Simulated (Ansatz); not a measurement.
Relaxation of a relaxed Pt cell displaced along its unstable phonon at q = (½, 0, 0) of its primitive reciprocal cell (31i cm⁻¹), largest move 0.15 Å; 4 atoms in the cell, which starts as P-1 (No. 2), aP4; a = 4.0224 Å, b = 4.0224 Å, c = 6.9670 Å, α = 73.22°, β = 73.22°, γ = 60.00°. These are PBEsol (plane waves to 420 eV, PAW, scalar-relativistic; Ansatz, a program for electronic structure) values and carry that method's errors. Γ-centred k-mesh 5×10×10 on the run's cell (coarser than for final values), Fermi–Dirac smearing 0.05 eV. This is the first round of the run. 

The optimiser's lines from the output (shortened; P is positive under compression):

```
relax step   1: F+E_penalty+E_count = -49530.21786307 eV  Δ(F+E_penalty+E_count) = +0.000e0 eV  max|allowed force component| = 1.451e-1 eV/Å  Δτ_max = 0.0000 Å  P = -0.603 GPa  Ω = 92.037 Å³  (8 SCF iters, dr2 threshold 1.00e-7 eV, accepted)
relax step   2: F+E_penalty+E_count = -49530.25958465 eV  Δ(F+E_penalty+E_count) = -4.172e-2 eV  max|allowed force component| = 1.587e-1 eV/Å  Δτ_max = 0.0718 Å  P = +0.367 GPa  Ω = 90.861 Å³  (8 SCF iters, dr2 threshold 4.00e-7 eV, accepted)
relax step   3: F+E_penalty+E_count = -49530.44943704 eV  Δ(F+E_penalty+E_count) = -1.899e-1 eV  max|allowed force component| = 2.039e-1 eV/Å  Δτ_max = 0.1782 Å  P = -0.828 GPa  Ω = 89.360 Å³  (9 SCF iters, dr2 threshold 4.00e-7 eV, accepted)
relax step   4: F+E_penalty+E_count = -49530.87112602 eV  Δ(F+E_penalty+E_count) = -4.217e-1 eV  max|allowed force component| = 5.043e-1 eV/Å  Δτ_max = 0.1950 Å  P = -3.585 GPa  Ω = 86.958 Å³  (9 SCF iters, dr2 threshold 4.00e-7 eV, accepted)
relax step   5: F+E_penalty+E_count = -49531.31028646 eV  Δ(F+E_penalty+E_count) = -4.392e-1 eV  max|allowed force component| = 4.727e-1 eV/Å  Δτ_max = 0.0935 Å  P = -0.046 GPa  Ω = 82.693 Å³  (8 SCF iters, dr2 threshold 4.00e-7 eV, accepted)
relax step   6: F+E_penalty+E_count = -49531.62299711 eV  Δ(F+E_penalty+E_count) = -3.127e-1 eV  max|allowed force component| = 4.680e-1 eV/Å  Δτ_max = 0.1231 Å  P = +3.068 GPa  Ω = 79.821 Å³  (8 SCF iters, dr2 threshold 4.00e-7 eV, accepted)
relax step   7: F+E_penalty+E_count = -49532.12795960 eV  Δ(F+E_penalty+E_count) = -5.050e-1 eV  max|allowed force component| = 1.059e0 eV/Å  Δτ_max = 0.2000 Å  P = +0.211 GPa  Ω = 77.790 Å³  (9 SCF iters, dr2 threshold 4.00e-7 eV, accepted)
relax step   8: F+E_penalty+E_count = -49532.75240946 eV  Δ(F+E_penalty+E_count) = -6.244e-1 eV  max|allowed force component| = 7.120e-1 eV/Å  Δτ_max = 0.1997 Å  P = -1.162 GPa  Ω = 76.014 Å³  (8 SCF iters, dr2 threshold 4.00e-7 eV, accepted)
relax step   9: F+E_penalty+E_count = -49532.98679973 eV  Δ(F+E_penalty+E_count) = -2.344e-1 eV  max|allowed force component| = 2.137e-1 eV/Å  Δτ_max = 0.2000 Å  P = -1.877 GPa  Ω = 75.413 Å³  (9 SCF iters, dr2 threshold 4.00e-7 eV, accepted)
relax step  10: F+E_penalty+E_count = -49533.08605524 eV  Δ(F+E_penalty+E_count) = -9.926e-2 eV  max|allowed force component| = 1.731e-1 eV/Å  Δτ_max = 0.0615 Å  P = -2.308 GPa  Ω = 74.052 Å³  (7 SCF iters, dr2 threshold 4.00e-7 eV, accepted)
relax step  11: F+E_penalty+E_count = -49533.31571511 eV  Δ(F+E_penalty+E_count) = -2.297e-1 eV  max|allowed force component| = 3.538e-1 eV/Å  Δτ_max = 0.0620 Å  P = -0.323 GPa  Ω = 71.036 Å³  (6 SCF iters, dr2 threshold 4.00e-7 eV, accepted)
relax step  12: F+E_penalty+E_count = -49533.56786351 eV  Δ(F+E_penalty+E_count) = -2.521e-1 eV  max|allowed force component| = 9.560e-1 eV/Å  Δτ_max = 0.0943 Å  P = -5.854 GPa  Ω = 69.826 Å³  (6 SCF iters, dr2 threshold 4.00e-7 eV, accepted)
relax step  13: F+E_penalty+E_count = -49534.07910746 eV  Δ(F+E_penalty+E_count) = -5.112e-1 eV  max|allowed force component| = 8.972e-1 eV/Å  Δτ_max = 0.0690 Å  P = -1.825 GPa  Ω = 65.731 Å³  (6 SCF iters, dr2 threshold 4.00e-7 eV, accepted)
relax step  14: F+E_penalty+E_count = -49534.61540007 eV  Δ(F+E_penalty+E_count) = -5.363e-1 eV  max|allowed force component| = 7.338e-1 eV/Å  Δτ_max = 0.0801 Å  P = +1.147 GPa  Ω = 62.424 Å³  (6 SCF iters, dr2 threshold 4.00e-7 eV, accepted)
relax step  15: F+E_penalty+E_count = -49534.97625326 eV  Δ(F+E_penalty+E_count) = -3.609e-1 eV  max|allowed force component| = 5.060e-1 eV/Å  Δτ_max = 0.0794 Å  P = +4.550 GPa  Ω = 59.925 Å³  (6 SCF iters, dr2 threshold 4.00e-7 eV, accepted)
relax step  16: F+E_penalty+E_count = -49535.15872475 eV  Δ(F+E_penalty+E_count) = -1.825e-1 eV  max|allowed force component| = 1.598e-1 eV/Å  Δτ_max = 0.0818 Å  P = +4.145 GPa  Ω = 58.898 Å³  (6 SCF iters, dr2 threshold 4.00e-7 eV, accepted)
relax step  17: F+E_penalty+E_count = -49535.17950438 eV  Δ(F+E_penalty+E_count) = -2.078e-2 eV  max|allowed force component| = 5.405e-3 eV/Å  Δτ_max = 0.0262 Å  P = +1.330 GPa  Ω = 59.539 Å³  (6 SCF iters, dr2 threshold 4.00e-7 eV, accepted)
relax step  18: F+E_penalty+E_count = -49535.18106490 eV  Δ(F+E_penalty+E_count) = -1.561e-3 eV  max|allowed force component| = 8.023e-4 eV/Å  Δτ_max = 0.0006 Å  P = -0.399 GPa  Ω = 59.775 Å³  (6 SCF iters, dr2 threshold 4.00e-7 eV, accepted)
relax step  19: F+E_penalty+E_count = -49535.18151010 eV  Δ(F+E_penalty+E_count) = -4.452e-4 eV  max|allowed force component| = 9.163e-5 eV/Å  Δτ_max = 0.0001 Å  P = +0.059 GPa  Ω = 59.728 Å³  (6 SCF iters, dr2 threshold 4.00e-7 eV, accepted)
relax step  20: F+E_penalty+E_count = -49535.18153476 eV  Δ(F+E_penalty+E_count) = -2.466e-5 eV  max|allowed force component| = 6.262e-5 eV/Å  Δτ_max = 0.0000 Å  P = -0.008 GPa  Ω = 59.732 Å³  (6 SCF iters, dr2 threshold 6.99e-8 eV, accepted)
relax step  21: F+E_penalty+E_count = -49535.18153656 eV  Δ(F+E_penalty+E_count) = -1.804e-6 eV  max|allowed force component| = 6.168e-6 eV/Å  Δτ_max = 0.0000 Å  P = +0.000 GPa  Ω = 59.730 Å³  (8 SCF iters, accepted)
relax step  22: F+E_penalty+E_count = -49535.26892225 eV  Δ(F+E_penalty+E_count) = -8.739e-2 eV  max|allowed force component| = 6.056e-6 eV/Å  Δτ_max = 0.0000 Å  P = +2.443 GPa  Ω = 59.730 Å³  stress off target by 6.71e0 GPa  SCF on the basis re-selected at this cell (its energy is not comparable with the rows above)  (7 SCF iters)
relax step  23: F+E_penalty+E_count = -49535.30219472 eV  Δ(F+E_penalty+E_count) = -3.327e-2 eV  max|allowed force component| = 2.272e-3 eV/Å  Δτ_max = 0.0003 Å  P = +0.792 GPa  Ω = 60.000 Å³  (6 SCF iters, dr2 threshold 4.00e-7 eV, accepted)
relax step  24: F+E_penalty+E_count = -49535.30432894 eV  Δ(F+E_penalty+E_count) = -2.134e-3 eV  max|allowed force component| = 1.349e-3 eV/Å  Δτ_max = 0.0004 Å  P = -0.150 GPa  Ω = 60.190 Å³  (6 SCF iters, dr2 threshold 4.00e-7 eV, accepted)
relax step  25: F+E_penalty+E_count = -49535.30452266 eV  Δ(F+E_penalty+E_count) = -1.937e-4 eV  max|allowed force component| = 1.497e-4 eV/Å  Δτ_max = 0.0002 Å  P = +0.036 GPa  Ω = 60.151 Å³  (6 SCF iters, dr2 threshold 2.73e-7 eV, accepted)
relax step  26: F+E_penalty+E_count = -49535.30452215 eV  Δ(F+E_penalty+E_count) = +5.051e-7 eV  max|allowed force component| = 7.953e-5 eV/Å  Δτ_max = 0.0000 Å  P = -0.000 GPa  Ω = 60.159 Å³  (7 SCF iters, dr2 threshold 9.83e-9 eV, accepted)
relax step  27: F+E_penalty+E_count = -49535.30466113 eV  Δ(F+E_penalty+E_count) = -1.390e-4 eV  max|allowed force component| = 7.953e-5 eV/Å  Δτ_max = 0.0000 Å  P = -0.002 GPa  Ω = 60.159 Å³  stress off target by 6.29e-3 GPa  SCF on the basis re-selected at this cell (its energy is not comparable with the rows above)  (9 SCF iters)
```

From the first to the last row the energy changes by -1.27 eV/atom and the volume by -34.6 %. The last row is marked as not comparable with the walk above it, whose basis was carried along; it does compare with step 1, since both stand on a basis selected at the nominal cutoff for their own cell.

Energy and pressure jump between steps 21 and 22 at one geometry, where the plane-wave basis was selected anew. While the cell walks, the set of plane waves is carried along, so its effective cutoff drifts with the strain; re-selecting it at 420 eV moved the energy by -0.022 eV/atom and the pressure by 2.4 GPa. Only step 1 and rows on a re-selected basis compare with each other.

Later rounds, restarted from the end of this one on a renewed k-mesh, logged 9 more steps and released under 0.01 eV/atom more. The final structure after all rounds: Fm-3m (No. 225), cF4, fcc (Cu type); a = 3.918 Å, b = 3.918 Å, c = 3.918 Å, α = 90.00°, β = 90.00°, γ = 90.00°. Between re-selections the logged energies stand on a plane-wave basis carried along with the cell. No spin polarisation in the result.

The run could not lose the symmetry of its start.

Of the parent cell (Fd-3m (No. 227)): it is a generated cell of Pt: the first start was made by placing the elements on the sites of a structure type, and the end was not matched to a known phase here, so it may be hypothetical. Known forms of Pt include space group No. 225.
